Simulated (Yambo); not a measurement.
A G0W0@PBEsol run in Yambo for MoS2 (space group R3m, No. 160) (4×4×4 Γ-centred k mesh, bands 3 to 214 and a 8 Ry block in the screening, 214 bands in G with the Bruneval-Gonze terminator, plasmon pole fitted at 27.2 eV) gives these matrix elements, in eV, at the band edges (Z → (0, 0.25, -0.25)):

```json
[
 {"state": "valence edge", "E0": "0.000", "<Vxc>": "-16.342", "<Σx>": "-16.956", "<Σc(E0)>": "0.467", "Z": "0.780"},
 {"state": "conduction edge", "E0": "1.023", "<Vxc>": "-16.097", "<Σx>": "-12.002", "<Σc(E0)>": "-3.606", "Z": "0.786"}
]
```

**Question.** Solve the linearised quasiparticle equation for both states, give the gap, and say how exchange and correlation each act on it.

**Answer.** E = E0 + Z(Σx + Σc − Vxc). Valence: 0.000 + 0.780 × (-16.956 + (0.467) − (-16.342)) = -0.11 eV. Conduction: 1.023 + 0.786 × (-12.002 + (-3.606) − (-16.097)) = 1.41 eV. The gap is 1.52 eV, against 1.02 eV in PBEsol. Replacing Vxc by bare exchange alone would open it by 4.71 eV; correlation takes back 4.07 eV of that, and Z scales what is left. Convergence of the G0W0 settings was not tested. The mesh misses a band edge: along a dense path the PBEsol gap is 0.70 eV against 1.02 eV on the mesh. 

Spin-orbit coupling is included.

Geometry relaxed with PBE+D3(BJ); primitive cell a = 6.267 Å, b = 6.267 Å, c = 6.267 Å, α = 29.15°, β = 29.15°, γ = 29.15°.
